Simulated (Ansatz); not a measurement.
# Kick test of a cell of Ti5Al6Ni

The structure comes from a generated guess, relaxed at this level; another structure or a mixture of phases may lie lower.

All numbers below come from DFT PBE, scalar-relativistic, plane waves, PAW (Ansatz 0.2.0). Cutoff 420 eV; k points 14×14×2 on the computed 12-atom cell (Γ-centred); Gaussian smearing, width 0.10 eV; no spin polarisation.

The cell below (12 atoms, space group P4/mmm (No. 123)) is relaxed within its symmetry.

```
Ti Al Ni
1.0
     2.83063    0.00000    0.00000
     0.00000    2.83063    0.00000
     0.00000    0.00000   23.27373
Ti Al Ni
5 6 1
Direct
  0.00000 0.00000 0.15014
  0.00000 0.00000 0.32497
  0.00000 0.00000 0.50000
  0.00000 0.00000 0.67503
  0.00000 0.00000 0.84986
  0.50000 0.50000 0.06400
  0.50000 0.50000 0.23747
  0.50000 0.50000 0.41245
  0.50000 0.50000 0.58755
  0.50000 0.50000 0.76253
  0.50000 0.50000 0.93600
  0.00000 0.00000 0.00000
```

For the test it was strained at random (σ = 1.5 % a component), the atoms were moved at random (σ = 0.15 Å), and all was relaxed again on a coarse 8×8×1 mesh (in the run’s order of axes) with 0.20 eV smearing, with no symmetry imposed.

Trial moments died out on the coarse mesh, so the last step has no spin; another magnetic start might hold.

Question: What happens?

Answer: It returns, within 1 meV/atom of the unmoved cell on that mesh and with the same symmetry when read at 0.1 Å. No instability shows in this cell; modes of other wave vectors, which need another repeat, aren't tested.
